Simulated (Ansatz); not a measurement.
Given:

Sb:
```cif
data_Sb
_chemical_formula_sum 'Sb1'
_space_group_name_H-M_alt 'P 1'
_space_group_IT_number 1
_cell_length_a 3.08725
_cell_length_b 3.08725
_cell_length_c 3.08725
_cell_angle_alpha 90.000
_cell_angle_beta 90.000
_cell_angle_gamma 90.000
loop_
_space_group_symop_operation_xyz
  'x, y, z'
loop_
_atom_site_label
_atom_site_type_symbol
_atom_site_fract_x
_atom_site_fract_y
_atom_site_fract_z
_atom_site_occupancy
Sb1 Sb 0.00000 0.00000 0.00000 1
```

This is the r²SCAN-relaxed structure.

### Question
All from the program Ansatz at the r²SCAN level (PAW), unless another level is named. Give the electronic character.

### Answer
metallic (no gap).

### Question
What about the density of states at the Fermi level?

### Answer
0.46 states/eV per atom (mean over ±0.08 eV).

### Question
What about the gap with spin–orbit coupling?

### Answer
none (metallic).

Space group Pm-3m (simple cubic). The first step of the workflow began from a Materials Project structure, measured or hypothetical; the Crystallography Open Database files this formula in space group No. 221, but the cells were not matched. It is not the phase usual at ambient conditions (space group No. 166). The r²SCAN relaxation kept the symmetry of its start; whether a distortion lowers the energy is not shown. Spin–orbit coupling is left out wherever it is not named.

Potentials: the earlier of the program's two PAW sets.
